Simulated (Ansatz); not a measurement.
Relaxed-ion elastic tensor of PbSe (rock salt, Fm-3m) in GPa (Voigt order), r²SCAN in the plane-wave PAW code Ansatz; density 8.06 g/cm³, 29.47 Å³ per atom.

```
 128  13.3  13.3   0.0   0.0   0.0
13.3   128  13.3   0.0   0.0   0.0
13.3  13.3   128   0.0   0.0   0.0
 0.0   0.0   0.0  18.3   0.0   0.0
 0.0   0.0   0.0   0.0  18.3   0.0
 0.0   0.0   0.0   0.0   0.0  18.3
```

Question: Is the crystal mechanically stable?

Answer: Yes: the smallest eigenvalue of C is 18.3 GPa.

Question: Work out the Voigt, Reuss and Hill averages.

Answer: K_V = 51.5, K_R = 51.5, K_H = 51.5; G_V = 33.9, G_R = 25.1, G_H = 29.5 GPa.

Question: Give Young's modulus, Poisson's ratio, Pugh's ratio and the universal anisotropy index.

Answer: E = 9KG/(3K + G) = 74.3 GPa; ν = 0.26; K/G = 1.74 (near the Pugh limit of 1.75, no verdict); A_U = 5G_V/G_R + K_V/K_R − 6 = 1.74.

Question: Estimate the sound speeds and the Debye temperature.

Answer: v_l = √((K + 4G/3)/ρ) = 3360 m/s, v_t = √(G/ρ) = 1910 m/s, mean 2130 m/s; Θ = (h/k)(3n/4πV)^(1/3) v_m = 205 K.

Question: Give the Zener ratio and Young's modulus along [100], [110] and [111].

Answer: A = 2C44/(C11 − C12) = 0.32; 1/E = S11 − 2(S11 − S12 − S44/2)Γ with Γ = 0, 1/4, 1/3 gives 125, 57.9, 49.1 GPa.

The cell was relaxed with r²SCAN under the symmetry of its start; of distortions, only those at the zone centre were tested. Spin–orbit coupling is left out wherever it is not named.

Potentials: the later of the program's two PAW sets.
